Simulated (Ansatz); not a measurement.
TiO2:
```cif
data_O16Ti8
_chemical_formula_sum 'Ti8 O16'
_space_group_name_H-M_alt 'P 1'
_space_group_IT_number 1
_cell_length_a 5.13561
_cell_length_b 9.19065
_cell_length_c 5.45448
_cell_angle_alpha 90.000
_cell_angle_beta 90.000
_cell_angle_gamma 90.000
loop_
_space_group_symop_operation_xyz
  'x, y, z'
loop_
_atom_site_label
_atom_site_type_symbol
_atom_site_fract_x
_atom_site_fract_y
_atom_site_fract_z
_atom_site_occupancy
Ti1 Ti 0.13823 0.37103 0.40566 1
Ti2 Ti 0.86177 0.62897 0.59434 1
Ti3 Ti 0.36177 0.62897 0.90566 1
Ti4 Ti 0.63823 0.37103 0.09434 1
Ti5 Ti 0.63823 0.12897 0.59434 1
Ti6 Ti 0.36177 0.87103 0.40566 1
Ti7 Ti 0.86177 0.87103 0.09434 1
Ti8 Ti 0.13823 0.12897 0.90566 1
O1 O 0.46463 0.26975 0.38991 1
O2 O 0.53537 0.73025 0.61009 1
O3 O 0.03537 0.73025 0.88991 1
O4 O 0.96463 0.26975 0.11009 1
O5 O 0.96463 0.23025 0.61009 1
O6 O 0.03537 0.76975 0.38991 1
O7 O 0.53537 0.76975 0.11009 1
O8 O 0.46463 0.23025 0.88991 1
O9 O 0.81720 0.01019 0.85089 1
O10 O 0.18280 0.98981 0.14911 1
O11 O 0.68280 0.98981 0.35089 1
O12 O 0.31720 0.01019 0.64911 1
O13 O 0.31720 0.48981 0.14911 1
O14 O 0.68280 0.51019 0.85089 1
O15 O 0.18280 0.51019 0.64911 1
O16 O 0.81720 0.48981 0.35089 1
```

Relaxed with r²SCAN. 

Problem. HSE06 on this cell (Ansatz, a program for electronic structure, PAW) gives a gap of 3.87 eV. What does r²SCAN give?

Solution. 2.74 eV.

Cost on shared cores: the r²SCAN run (SCF on a 6×3×5 mesh, then bands and DOS) very roughly 8 core-minutes, the HSE06 run (SCF on 3×2×3, then a few points) roughly 10 core-minutes; the tasks are unlike.

Space group Pbca. The cell was relaxed with r²SCAN under the symmetry of its start. No spin polarisation was allowed.

Potentials: the earlier of the program's two PAW sets. The files were generated under PBE; for other functionals the program regenerates the frozen cores, and for LDA and PBEsol the local potential too.

Ansatz is a plane-wave DFT program.
